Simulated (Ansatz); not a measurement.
Total density of states per atom from r²SCAN (plane waves, PAW; program Ansatz), in 0.25 eV bins, energy from the Fermi level:

```
E (eV) | states/eV/atom
    -7.85 |  0.00
    -7.60 |  0.00
    -7.35 |  0.00
    -7.10 |  0.00
    -6.85 |  0.00
    -6.60 |  0.00
    -6.35 | # 0.04
    -6.10 | ##### 0.20
    -5.85 | ############## 0.52
    -5.60 | ############### 0.56
    -5.35 | ############## 0.55
    -5.10 | ########## 0.40
    -4.85 | ############# 0.48
    -4.60 | ################## 0.68
    -4.35 | ############## 0.55
    -4.10 | ######### 0.34
    -3.85 | ########### 0.43
    -3.60 | ################ 0.63
    -3.35 | ############## 0.54
    -3.10 | ################### 0.73
    -2.85 | ################# 0.66
    -2.60 | ############################## 1.14
    -2.35 | ########################### 1.04
    -2.10 | ############################ 1.07
    -1.85 | ######################## 0.90
    -1.60 | ############## 0.53
    -1.35 | ############ 0.46
    -1.10 | ######### 0.35
    -0.85 | ######### 0.33
    -0.60 | ############# 0.50
    -0.35 | ############## 0.54
    -0.10 | ############## 0.55
     0.15 | ################ 0.60
     0.40 | ######### 0.35
     0.65 | ###### 0.24
     0.90 | ###### 0.24
     1.15 | ######### 0.34
     1.40 | ########### 0.40
     1.65 | ################ 0.62
     1.90 | ################### 0.70
     2.15 | #################### 0.75
     2.40 | ##################### 0.80
     2.65 | ############################ 1.08
     2.90 | ################### 0.72
     3.15 | ######################### 0.94
     3.40 | ################# 0.63
     3.65 | ############## 0.54
     3.90 | ############# 0.49
     4.15 | ################## 0.67
     4.40 | ################# 0.66
     4.65 | ############## 0.53
```

Which of these materials gives this?
A. Nb, bcc (W type)
B. Nb3Sn, Fm-3m (Sn on 4a, Nb on 4b, Nb on 8c)
C. NbRu, P2/m (Nb on 2m, Nb on 1a, Ru on 1e, Ru on 2n)
D. NbAs2, Cmc2_1 (Nb on 4a, As on 4a, As on 4a)

D, NbAs2, Cmc2_1 (Nb on 4a, As on 4a, As on 4a). Within 0.5 eV of the Fermi level: Nb 4d 71 %, As 4p 23 %. Projections are on Löwdin-orthogonalised atomic valence shells; empty p or d shells of many metals are not among them.

The start of the workflow was typed in or built on a structure type; neither database checked (COD, Materials Project) lists it. COD files the formula under space group No. 5, 12. Its standing as an ambient phase is unchecked. The r²SCAN relaxation kept the symmetry of its start; whether a distortion lowers the energy is not shown. The run is not spin-polarised. The volume moved by -15 % from the start of the relaxation. Scalar-relativistic: spin–orbit coupling is off unless named, which matters more the heavier the elements.

Potentials: the earlier of the program's two PAW sets. The files were generated under PBE; for other functionals the program regenerates the frozen cores, and for LDA and PBEsol the local potential too.
